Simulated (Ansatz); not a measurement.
BC$_{5}$:
```
CELL_PARAMETERS angstrom
     -1.24257     1.24257     5.63839
      1.24257    -1.24257     5.63839
      1.24257     1.24257    -5.63839
ATOMIC_POSITIONS crystal
  B  0.75000 0.25000 0.50000
  C  0.84387 0.84387 0.00000
  C  0.15613 0.15613 0.00000
  C  0.50000 0.50000 0.00000
  C  0.41994 0.91994 0.50000
  C  0.08006 0.58006 0.50000
```

Relaxed with LDA. Special points in fractions of this cell's reciprocal vectors: Γ (0.000, 0.000, 0.000); X (0.000, 0.000, 0.500); P (0.250, 0.250, 0.250); N (0.000, 0.500, 0.000); M (0.500, 0.500, -0.500); S (0.262, 0.738, -0.262); S0 (-0.262, 0.262, 0.262); R (-0.024, 0.024, 0.500); G (0.500, 0.500, -0.024).

**Question.** List the band energies nearest the Fermi level at these points for LDA (plane waves, PAW; program Ansatz).

**Answer.** In eV from the Fermi level; about four levels below and three above (degenerate sets whole), none deeper than 8.9 eV; points with the same levels are listed once.

```
k                    below           above
-  -----------------------  --------------
Γ  -5.13 -5.13 -3.22 -3.22  0.28 1.77 1.77
X  -6.47 -6.05 -5.14 -5.03  4.73 5.77 7.49
P  -6.24 -5.83 -5.32 -5.12  5.37 5.94 6.36
N  -4.62 -2.64 -2.58 -2.32  0.95 7.94 8.89
M  -2.38 -2.38 -1.88 -1.86  0.39 0.39 5.36
S  -2.97 -2.85 -2.79 -2.46  0.97 8.02 8.78
R  -6.42 -6.01 -5.17 -5.06  4.83 5.85 7.52
```

Space group I-4m2. The first step of the workflow began from a Materials Project structure, measured or hypothetical; the Crystallography Open Database copy checked does not list it. Its standing as an ambient phase is unchecked. Symmetry was held in the LDA relaxation; whether a distortion lowers the energy is not shown.

Potentials: the later of the program's two PAW sets.
